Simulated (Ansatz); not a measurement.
Input:

Al2Cu:
```yaml
crystal:
  lattice:
    - [-2.02472, 2.02472, 2.86297]
    - [2.02472, -2.02472, 2.86297]
    - [2.02472, 2.02472, -2.86297]
  atoms:
    - { symbol: Al, position: [0.75000, 0.25000, 0.50000] }
    - { symbol: Al, position: [0.25000, 0.75000, 0.50000] }
    - { symbol: Cu, position: [0.50000, 0.50000, 0.00000] }
```

This is the PBEsol-relaxed structure.

Question: All from DFT-PBEsol in the program Ansatz with PAW potentials, unless another level is named. Predict the formation energy from the elements (no fitted shifts).

Answer: -0.18 eV/atom.

Question: Give the density of states at the Fermi level.

Answer: 0.28 states/eV per atom (mean over ±0.08 eV).

Space group Fm-3m (fluorite or antifluorite type). The workflow started from a Materials Project entry (that database holds measured and hypothetical structures alike); the Crystallography Open Database copy checked does not list it. It is not the phase usual at ambient conditions (space group No. 140). Symmetry was held in the PBEsol relaxation; of distortions, only those at the zone centre were tested. No spin polarisation was allowed. The references are the lowest solids computed at this level, not always the standard phases.

Potentials: the later of the program's two PAW sets.
